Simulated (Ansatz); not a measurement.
### Question
Ag (simple hexagonal, P6/mmm) is relaxed with plane-wave PAW PBEsol (Ansatz code). What lattice parameters of the conventional cell result?

### Answer
a = 2.780 Å, c = 2.704 Å.

The start of the workflow was typed in or built on a structure type; neither database checked (COD, Materials Project) lists it. It is not the phase usual at ambient conditions (space group No. 225). The cell was relaxed with PBEsol under the symmetry of its start. At this level the phase is mechanically unstable. The run is not spin-polarised. Axis ratios of metals converge slowly with the k-mesh, so a and c are less sure than the volume.

Potentials: the later of the program's two PAW sets.
